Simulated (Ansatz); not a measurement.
# CsCaBr3, first-principles data

CsCaBr3:
```cif
data_Br3CaCs
_chemical_formula_sum 'Cs1 Ca1 Br3'
_space_group_name_H-M_alt 'P 1'
_space_group_IT_number 1
_cell_length_a 5.70826
_cell_length_b 5.70826
_cell_length_c 5.70826
_cell_angle_alpha 90.000
_cell_angle_beta 90.000
_cell_angle_gamma 90.000
loop_
_space_group_symop_operation_xyz
  'x, y, z'
loop_
_atom_site_label
_atom_site_type_symbol
_atom_site_fract_x
_atom_site_fract_y
_atom_site_fract_z
_atom_site_occupancy
Cs1 Cs 0.00000 0.00000 0.00000 1
Ca1 Ca 0.50000 0.50000 0.50000 1
Br1 Br 0.50000 0.00000 0.50000 1
Br2 Br 0.00000 0.50000 0.50000 1
Br3 Br 0.50000 0.50000 0.00000 1
```

Space group Pm-3m (No. 221), cubic perovskite; conventional cell a = 5.708 Å, b = 5.708 Å, c = 5.708 Å, α = 90.00°, β = 90.00°, γ = 90.00°.

Method: r²SCAN (plane waves, PAW; program Ansatz). The cell and atoms are relaxed at this level. Other levels are named where they apply.

Cell and energy:

| Item | Value |
|---|---|
| Volume per atom | 37.20 Å³ |
| Density | 3.68 g/cm³ |
| Formation energy from the elements (no fitted shifts) | -218 kJ/mol-atom |

Electronic structure:

| Item | Result |
|---|---|
| Band gap | 5.20 eV (indirect) |
| Valence-band maximum | at R |
| Conduction-band minimum | at Γ |
| Smallest direct gap on the standard path | 5.46 eV |
| Electron effective mass | 0.34 mₑ (isotropic) |
| Electron effective mass with spin–orbit coupling | 0.34 mₑ (isotropic) |
| HSE06 gap on the r²SCAN cell | 5.63 eV |
| Gap with spin–orbit coupling | 5.11 eV |

Mechanics:

| Quantity | Value |
|---|---|
| Bulk modulus (Birch–Murnaghan fit) | 22.4 GPa |
| Pressure derivative B′ | 4.7 |
| Elastic constants (relaxed ions, GPa) | C11 = 49.4, C12 = 9.0, C44 = 9.2 |
| Mechanical stability | stable (all eigenvalues of C positive) |
| Hill bulk and shear moduli | 22.4 and 12.7 GPa |
| Young's modulus | 32.0 GPa |
| Poisson's ratio | 0.26 |
| Debye temperature from the elastic constants | 184 K |

Dielectric response:

| Quantity | Result |
|---|---|
| Electronic dielectric constant ε∞ (DFPT) | 2.87 |
| Static dielectric constant ε0 (ions relaxed, cell fixed) | 10.3 |
| Born charges (a third of the trace) | Cs +1.31, Ca +2.44, Br -1.25 e |

Phonons:

| Item | Value |
|---|---|
| Highest zone-centre frequency (without LO–TO term) | 204 cm⁻¹ |
| Zone-centre stability | no imaginary mode at Γ |
| Dynamical stability on the path | unstable, down to 19i cm⁻¹ |

Charges:

| Item | Value |
|---|---|
| Bader charges | Cs +0.88, Ca +1.56, Br -0.82 e |

The workflow started from a Materials Project entry (that database holds measured and hypothetical structures alike); the Crystallography Open Database copy checked does not list it. Whether it is the stable phase at ambient conditions was not checked. The r²SCAN relaxation kept the symmetry of its start. The references are the lowest solids computed at this level, not always the standard phases. Spin–orbit coupling is left out wherever it is not named.

Potentials: the later of the program's two PAW sets.
